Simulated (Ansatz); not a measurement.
TaS2:
```yaml
crystal:
  lattice:
    - [3.30241, 0.00000, 0.00000]
    - [-1.65120, 2.85997, 0.00000]
    - [0.00000, 0.00000, 32.00000]
  atoms:
    - { symbol: S, position: [0.66667, 0.33333, 0.54770] }
    - { symbol: Ta, position: [0.00000, 0.00000, 0.50000] }
    - { symbol: S, position: [0.33333, 0.66667, 0.45230] }
```
The layer is periodic in x and y and isolated along z.

Relaxed with LDA. Special points in fractions of this cell's reciprocal vectors: Γ (0.000, 0.000, 0.000); M (0.500, 0.000, 0.000); K (0.333, 0.333, 0.000).

List the band energies nearest the Fermi level at these points for DFT-LDA in the program Ansatz with PAW potentials.

In eV from the Fermi level; about four levels below and three above (degenerate sets whole), none deeper than 8.9 eV; points with the same levels are listed once.

```csv
k,below,above
Γ,-3.83 -3.83 -2.68 -0.54 -0.54,0.13 0.13 0.32
M,-3.89 -2.76 -1.81 -1.19,2.69 3.29 4.67
K,-5.38 -5.38 -3.59 -3.59 -3.46,1.52 1.69 1.69
```

Space group P-3m1 (1T). A layer that has been made, often on a substrate. Symmetry was held in the LDA relaxation; whether a distortion lowers the energy is not shown. The run is not spin-polarised. With an odd number of electrons in the cell and no spin polarisation, the count alone makes it a metal. Spin–orbit coupling is left out wherever it is not named.

Potentials: the later of the program's two PAW sets.
